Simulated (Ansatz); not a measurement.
## Convergence of Ga3Se with the plane-wave cutoff

The calculation used Ansatz, DFT PBE, scalar-relativistic, plane waves, PAW.

```
CELL_PARAMETERS angstrom
4.43246 0.00000 0.00000
0.00000 4.43246 0.00000
0.00000 0.00000 4.43246
ATOMIC_POSITIONS crystal
Ga 0.00000 0.50000 0.50000
Ga 0.50000 0.00000 0.50000
Ga 0.50000 0.50000 0.00000
Se 0.00000 0.00000 0.00000
```

```json
{"Γ-centred k-mesh": "10×10×10", "occupation rule": "Gaussian smearing, 0.1 eV", "spin treatment": "unpolarised", "valence charge of the PAW sets": "Ga 13, Se 16"}
```

The atoms stay fixed while the plane-wave cutoff is varied. ΔE is the energy extrapolated to zero smearing, less that of the reference run (850 eV). The cell isn't necessarily relaxed at this level. Pressure is positive in compression and holds a correction for the finite cutoff (Pulay stress).

Times are rough; the reference took 30 s on 1 thread of Intel(R) Xeon(R) Platinum 8259CL CPU @ 2.50GHz (Skylake/Cascade Lake), on a shared host, peak memory 0.68 GiB.

```
cutoff (eV)  ΔE (meV/atom) P (GPa) plane waves at Γ  wall time (s)
        150          31609    -1.10               365            4.5
        200           6813     3.52               587              5
        250              ?        ?                 ?              ?
        300           87.5    -0.71              1021            6.9
        350           4.83    -0.57              1309              7
        380              ?        ?                 ?              ?
        420           1.14    -0.61              1743            9.7
        460           0.56    -0.61              1935             12
        520              ?        ?                 ?              ?
        600              ?        ?                 ?              ?
        700           0.03    -0.61              3743             20
        850           0.00    -0.61              4945             30
```

**Question.** Fill in the withheld rows.

**Answer.** The withheld rows:

```json
{"cutoff (eV)": "250", "ΔE (meV/atom)": "1024", "P (GPa)": "1.11", "plane waves at Γ": "751", "wall time (s)": "5.7"}
{"cutoff (eV)": "380", "ΔE (meV/atom)": "1.64", "P (GPa)": "-0.59", "plane waves at Γ": "1419", "wall time (s)": "8.8"}
{"cutoff (eV)": "520", "ΔE (meV/atom)": "0.13", "P (GPa)": "-0.61", "plane waves at Γ": "2325", "wall time (s)": "13"}
{"cutoff (eV)": "600", "ΔE (meV/atom)": "0.07", "P (GPa)": "-0.61", "plane waves at Γ": "2945", "wall time (s)": "16"}
```